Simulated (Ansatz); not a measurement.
BP with a P vacancy: do the settings matter for the field gradients?

This input was run with Ansatz:

```yaml
crystal:
  lattice:
    - [0.0, 6.7982171535, 6.7982171535]
    - [6.7982171535, 0.0, 6.7982171535]
    - [6.7982171535, 6.7982171535, 0.0]
  atoms:
    - { symbol: B, position: [0.0, 0.0, 0.0] }
    - { symbol: B, position: [0.0, 0.0, 0.3333333333] }
    - { symbol: B, position: [0.0, 0.0, 0.6666666667] }
    - { symbol: B, position: [0.0, 0.3333333333, 0.0] }
    - { symbol: B, position: [0.0, 0.3333333333, 0.3333333333] }
    - { symbol: B, position: [0.0, 0.3333333333, 0.6666666667] }
    - { symbol: B, position: [0.0, 0.6666666667, 0.0] }
    - { symbol: B, position: [0.0, 0.6666666667, 0.3333333333] }
    - { symbol: B, position: [0.0, 0.6666666667, 0.6666666667] }
    - { symbol: B, position: [0.3333333333, 0.0, 0.0] }
    - { symbol: B, position: [0.3333333333, 0.0, 0.3333333333] }
    - { symbol: B, position: [0.3333333333, 0.0, 0.6666666667] }
    - { symbol: B, position: [0.3333333333, 0.3333333333, 0.0] }
    - { symbol: B, position: [0.3333333333, 0.3333333333, 0.3333333333] }
    - { symbol: B, position: [0.3333333333, 0.3333333333, 0.6666666667] }
    - { symbol: B, position: [0.3333333333, 0.6666666667, 0.0] }
    - { symbol: B, position: [0.3333333333, 0.6666666667, 0.3333333333] }
    - { symbol: B, position: [0.3333333333, 0.6666666667, 0.6666666667] }
    - { symbol: B, position: [0.6666666667, 0.0, 0.0] }
    - { symbol: B, position: [0.6666666667, 0.0, 0.3333333333] }
    - { symbol: B, position: [0.6666666667, 0.0, 0.6666666667] }
    - { symbol: B, position: [0.6666666667, 0.3333333333, 0.0] }
    - { symbol: B, position: [0.6666666667, 0.3333333333, 0.3333333333] }
    - { symbol: B, position: [0.6666666667, 0.3333333333, 0.6666666667] }
    - { symbol: B, position: [0.6666666667, 0.6666666667, 0.0] }
    - { symbol: B, position: [0.6666666667, 0.6666666667, 0.3333333333] }
    - { symbol: B, position: [0.6666666667, 0.6666666667, 0.6666666667] }
    - { symbol: P, position: [0.25, 0.25, 0.5833333333] }
    - { symbol: P, position: [0.25, 0.25, 0.9166666667] }
    - { symbol: P, position: [0.25, 0.5833333333, 0.25] }
    - { symbol: P, position: [0.25, 0.5833333333, 0.5833333333] }
    - { symbol: P, position: [0.25, 0.5833333333, 0.9166666667] }
    - { symbol: P, position: [0.25, 0.9166666667, 0.25] }
    - { symbol: P, position: [0.25, 0.9166666667, 0.5833333333] }
    - { symbol: P, position: [0.25, 0.9166666667, 0.9166666667] }
    - { symbol: P, position: [0.5833333333, 0.25, 0.25] }
    - { symbol: P, position: [0.5833333333, 0.25, 0.5833333333] }
    - { symbol: P, position: [0.5833333333, 0.25, 0.9166666667] }
    - { symbol: P, position: [0.5833333333, 0.5833333333, 0.25] }
    - { symbol: P, position: [0.5833333333, 0.5833333333, 0.5833333333] }
    - { symbol: P, position: [0.5833333333, 0.5833333333, 0.9166666667] }
    - { symbol: P, position: [0.5833333333, 0.9166666667, 0.25] }
    - { symbol: P, position: [0.5833333333, 0.9166666667, 0.5833333333] }
    - { symbol: P, position: [0.5833333333, 0.9166666667, 0.9166666667] }
    - { symbol: P, position: [0.9166666667, 0.25, 0.25] }
    - { symbol: P, position: [0.9166666667, 0.25, 0.5833333333] }
    - { symbol: P, position: [0.9166666667, 0.25, 0.9166666667] }
    - { symbol: P, position: [0.9166666667, 0.5833333333, 0.25] }
    - { symbol: P, position: [0.9166666667, 0.5833333333, 0.5833333333] }
    - { symbol: P, position: [0.9166666667, 0.5833333333, 0.9166666667] }
    - { symbol: P, position: [0.9166666667, 0.9166666667, 0.25] }
    - { symbol: P, position: [0.9166666667, 0.9166666667, 0.5833333333] }
    - { symbol: P, position: [0.9166666667, 0.9166666667, 0.9166666667] }
total_charge: 3
kpoints:
  mp_grid: { grid: [4, 4, 4] }
scf:
  occupations: { method: fermi_dirac, width: 0.01 }
hamiltonian:
  xc: lda
  pseudopotentials: { kind: paw }
output:
  forces: true
  stress: true
  populations: true
  efg: { quadrupole_moments_barn: { B: 0.04059 }, contact_densities: true }
basis:
  ecutwfc: "25.7 Ry"
```

```sh
ansatz run input.yaml --threads 1 --pin off --max-ram 3072MiB --backend cpu --events-out ev --progress --plain --runs-dir out
```

It converged. Of its output the block on the nuclei alone is shown, without the SCF iterations, energies, forces and stress (one atom of each set):

```
--- PAW observables at the nuclei: V_zz in 10²¹ V/m², potentials from the cell's mean, atoms counted from 1 ---
  atom   1  B  V_zz =    +0.000000   η = 0.0000   by run symmetry: forbidden   C_q = +0.0000 MHz
            electrostatic potential = -325.689624 V   contact ρ = 475.516611 e/Å³
  atom   2  B  V_zz =    -0.038307   η = 0.3437   by run symmetry: allowed   C_q = -0.0376 MHz
            electrostatic potential = -325.708395 V   contact ρ = 475.477350 e/Å³
  atom   5  B  V_zz =    +2.392578   η = 0.0000   by run symmetry: allowed   C_q = +2.3482 MHz
            electrostatic potential = -324.548045 V   contact ρ = 476.210780 e/Å³
  atom   9  B  V_zz =    -0.014542   η = 0.0000   by run symmetry: allowed   C_q = -0.0143 MHz
            electrostatic potential = -325.694694 V   contact ρ = 475.465818 e/Å³
  atom  15  B  V_zz =    +0.203820   η = 0.5491   by run symmetry: allowed   C_q = +0.2000 MHz
            electrostatic potential = -325.529960 V   contact ρ = 475.487210 e/Å³
  atom  28  P  V_zz =    +1.013258   η = 0.1250   by run symmetry: allowed
            electrostatic potential = -1495.303550 V   contact ρ = 15876.019900 e/Å³
  atom  31  P  V_zz =    +0.122100   η = 0.0000   by run symmetry: allowed
            electrostatic potential = -1495.382676 V   contact ρ = 15876.048310 e/Å³
  atom  35  P  V_zz =    +0.210265   η = 0.0000   by run symmetry: allowed
            electrostatic potential = -1495.428763 V   contact ρ = 15875.994034 e/Å³
  atom  41  P  V_zz =    +0.109701   η = 0.5069   by run symmetry: allowed
            electrostatic potential = -1495.377216 V   contact ρ = 15876.167803 e/Å³
```

**Question.** Can these gradients be trusted, and how do they compare with a run on standard settings?

**Answer.** They agree with the standard run. Against the standard input the change is `basis.ecutwfc`: not typed → 25.7 Ry; `hamiltonian.xc`: pbe → lda; `kpoints.mp_grid.grid`: [3, 3, 3] → [4, 4, 4]. A site carries the number of its first atom; V_zz in 10²¹ V/m².

| site | V_zz standard | η standard | V_zz here | η here |
| --- | --- | --- | --- | --- |
| B2 | -0.037 | 0.64 | -0.038 | 0.34 |
| B5 | 2.41 | 0.00 | 2.39 | 0.00 |
| B15 | 0.20 | 0.54 | 0.20 | 0.55 |
| P28 | 0.98 | 0.11 | 1.01 | 0.12 |
| P31 | 0.13 | 0.00 | 0.12 | 0.00 |
| P35 | 0.23 | 0.00 | 0.21 | 0.00 |
| P41 | 0.10 | 0.59 | 0.11 | 0.51 |

The largest change of V_zz is on P28, from 0.98 to 1.01. In per cent, |V_zz| changes by -1 on B (all sites that start above 2). Sites with |V_zz| of 0.02 or less aren't listed. Its pressure is -4 GPa, against 3 GPa in the reference run. SCF iterations: 9 and 8. New warnings: cutoff below recommended. In the changed run the cutoff of 350 eV lies below the one recommended for these PAW files, yet the gradients stay close to the reference.

On the reference run: The run isn't spin-polarised, and a state with spin may lie lower. The defect repeats with the cell of 53 atoms, so it feels its images: sites between two images don't show the values beside a lone defect, and zeros or small values of η there can come from the images' arrangement. A uniform background compensates the cell's charge. The defect cell has no gap above 0.1 eV on its mesh, so the values can hang on the smearing and the k-mesh. The neighbours have not yet relaxed around the defect (largest force 0.98 eV/Å), so a real crystal will differ.
